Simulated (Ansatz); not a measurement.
Given:

SrN2:
```
SrN2
1.0
   -1.85757     1.85757     3.07845
    1.85757    -1.85757     3.07845
    1.85757     1.85757    -3.07845
Sr N
1 2
Direct
  0.00000   0.00000   0.00000
  0.60030   0.60030   0.00000
  0.39970   0.39970   0.00000
```

This is the LDA-relaxed structure.

### Question
All from LDA in the plane-wave PAW code Ansatz, unless another level is named. Predict the bulk modulus (Birch–Murnaghan fit).

### Answer
85.5 GPa.

### Question
Predict the highest zone-centre frequency.

### Answer
47.76 THz.

Space group I4/mmm (MoSi2 or CaC2 type). The workflow started from a Materials Project entry (that database holds measured and hypothetical structures alike); the Crystallography Open Database copy checked does not list it. Whether it is the stable phase at ambient conditions was not checked. The cell was relaxed with LDA under the symmetry of its start; whether a distortion lowers the energy is not shown. As this level gives no gap, phonon frequencies hold no LO–TO term and depend on the k-mesh and smearing (Fermi–Dirac, 0.1 eV here).

Potentials: the later of the program's two PAW sets.
